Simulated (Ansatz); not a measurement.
ZnCu$_{2}$SnS$_{4}$: do energies and stresses tell the same story?

Method: Ansatz 0.2.0, DFT PBEsol, scalar-relativistic, plane waves, PAW.

Settings: cutoff 420 eV, Γ-centred mesh 10×10×10 on the computed 8-atom cell, Gaussian smearing of 0.01 eV; no spin polarisation.

Relaxed cell: I-4, a = 5.374 Å, b = 5.374 Å, c = 10.754 Å, α = 90.00°, β = 90.00°, γ = 90.00°, 8 atoms in the primitive cell.

Energies at zero smearing and pressures from the stress tensor, at volumes with shape and atoms relaxed:
```json
{"V (Å³/atom)": "18.246", "E − E(first) (meV/atom)": "0.00", "P (GPa)": "5.73"}
{"V (Å³/atom)": "18.828", "E − E(first) (meV/atom)": "-14.99", "P (GPa)": "2.61"}
{"V (Å³/atom)": "19.411", "E − E(first) (meV/atom)": "-19.57", "P (GPa)": "-0.01"}
{"V (Å³/atom)": "19.993", "E − E(first) (meV/atom)": "-15.41", "P (GPa)": "-2.21"}
{"V (Å³/atom)": "20.575", "E − E(first) (meV/atom)": "-3.93", "P (GPa)": "-4.05"}
```

Task: Check P = −dE/dV between neighbouring volumes, and get the bulk modulus from the pressures alone.

Result: With 1 eV/Å³ = 160.2 GPa:
```csv
middle V (Å³/atom),−ΔE/ΔV (GPa),mean P (GPa)
18.537,4.125,4.171
19.119,1.260,1.300
19.702,-1.144,-1.111
20.284,-3.160,-3.133
```

The two differ by 0.05 GPa at most. The mean of two end pressures misses the average over a step by about ΔV² P″/12, up to 0.05 GPa here; with that taken off 0.00 GPa remains. Around V = 19.411 Å³/atom, the two neighbours give B = −V ΔP/ΔV = 19.411 × 4.82 / 1.165 = 80.4 GPa, against B0 = 80.0 GPa from the Birch–Murnaghan fit of the energies.

A ferromagnetic start lost its moments in a first run, so spin was left out; other magnetic orders weren't tried.

Cost: 6 runs of about 43 core-minutes in all, on Intel Xeon Platinum 8488C (Sapphire Rapids) (shared hosts).